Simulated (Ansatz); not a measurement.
SiGe in space group Cm (No. 8; Pearson symbol mS32), PBE in the plane-wave PAW code Ansatz. The conduction-band minimum lies at Γ, with 1 equivalent valley. Second derivatives d²E/dk² of the lowest band at one valley (eV·Å²), along Cartesian directions:

```csv
direction,d²E/dk²
[100],63.10
[010],51.59
[001],31.64
[110],57.35
[101],35.79
[011],41.61
```

Problem. Find the principal effective masses, the density-of-states mass and the conductivity mass.

Solution. Off-diagonal terms follow from H_xy = H[110] − (H_xx + H_yy)/2, and m*/mₑ = 7.620 eV·Å² over each eigenvalue: 0.11, 0.15, 0.27. One valley's DOS mass (m₁m₂m₃)^(1/3) = 0.17, conductivity mass 3/(Σ 1/mᵢ) = 0.16 mₑ.

Problem. What effective density of states Nc follows at 300 K for parabolic valleys?

Solution. Nc = 2.509e19 × 1 × (0.17)^(3/2) ≈ 1.8e18 cm⁻³.

The start of the workflow was typed in or built on a structure type; neither database checked (COD, Materials Project) lists it. Its standing as an ambient phase is unchecked. The PBE relaxation kept the symmetry of its start; whether a distortion lowers the energy is not shown. Spin–orbit coupling is left out wherever it is not named.

Potentials: the earlier of the program's two PAW sets.

Edges and masses are those of Kohn–Sham bands, whose gap is no quasiparticle gap.
